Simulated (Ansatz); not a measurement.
## Spin-resolved density of states of EuHg₂ (P6/mmm)

The geometry is a structure as deposited in COD, held fixed and not relaxed.

Settings: LDA, 6×6×7 k mesh, Fermi–Dirac smearing of 0.05 eV. LAPW is all-electron LAPW in Ansatz 0.2.0. Site moments are integrated in spheres about the atoms.

The run was typed so:

```yaml
crystal:
  lattice:
    - [4.97, 0.0, 0.0]
    - [-2.485, 4.3041462568, 0.0]
    - [0.0, 0.0, 3.705]
  atoms:
    - { symbol: Eu, position: [0.0, 0.0, 0.0], spin: 6.8 }
    - { symbol: Hg, position: [0.3333333333, 0.6666666667, 0.5] }
    - { symbol: Hg, position: [0.6666666667, 0.3333333333, 0.5] }
magnetization:
  spin_polarized: true
kpoints:
  mp_grid: { grid: [6, 6, 7] }
scf:
  occupations: { method: fermi_dirac, width: 0.05 }
hamiltonian:
  xc: lda
  pseudopotentials: { kind: all_electron, lapw: { basis_error: 0.001 } }
output:
  forces: true
  stress: true
  eigenvalues: false
  populations: true
  dos: { projected: true, de: 0.1, e_range: [-8, 5] }
```

Command: `ansatz run input.yaml --threads 2 --pin off --max-ram 6144MiB --backend cpu --events-out ev --progress --plain --runs-dir out`

Density of states, smoothed by a Gaussian of 0.15 eV:

```csv
E − E_F (eV),majority (states/eV/cell),minority (states/eV/cell)
-7.00,5.00,5.03
-6.75,6.23,6.32
-6.50,5.09,5.20
-6.25,2.36,2.41
-6.00,0.93,0.92
-5.75,0.53,0.45
-5.50,0.62,0.57
-5.25,0.61,0.64
-5.00,0.53,0.57
-4.75,0.49,0.50
-4.50,0.42,0.42
-4.25,0.37,0.38
-4.00,0.36,0.36
-3.75,0.37,0.37
-3.50,0.39,0.38
-3.25,0.34,0.37
-3.00,0.28,0.30
-2.75,0.26,0.26
-2.50,0.31,0.25
-2.25,0.36,0.30
-2.00,0.28,0.32
-1.75,0.27,0.23
-1.50,0.43,0.22
-1.25,0.76,0.32
-1.00,1.18,0.53
-0.75,2.34,0.82
-0.50,12.42,0.93
-0.25,12.64,0.89
0.00,2.61,0.84
0.25,1.03,0.65
0.50,1.30,0.73
0.75,1.22,0.84
1.00,0.85,0.93
1.25,0.69,0.93
1.50,0.65,0.79
1.75,0.57,0.76
2.00,0.53,0.71
2.25,0.83,0.48
2.50,1.39,0.60
2.75,1.78,1.06
3.00,2.01,1.63
3.25,1.75,1.96
3.50,1.06,2.46
3.75,1.24,4.54
4.00,1.47,10.60
4.25,0.90,10.82
4.50,0.87,3.07
```

Problem. What spin moment does the cell carry?

Solution. 6.98 μB. Site moments (μB): Eu1 6.82, Hg2 0.00, Hg3 0.00.

Löwdin populations of d and f shells (filled inner shells left out):

```
 shell    up  down
Eu1 5d  1.20  1.01
Eu1 4f  6.83  0.03
Hg2 5d  4.95  4.95
Hg3 5d  4.95  4.95
```

Further occupied bands lie below the window, the nearest with its top at -7.1 eV.

Without U a semilocal functional puts the f levels too near the Fermi level, which can change moments and the order of magnetic states; site and cell moments are spin moments. Spin–orbit coupling is left out although heavy atoms are present. With open f shells a run can end in a state that isn't the lowest. The magnetic state is the one that this cell and start allow. It needn't be the compound's measured order, which may need a larger cell or be absent.
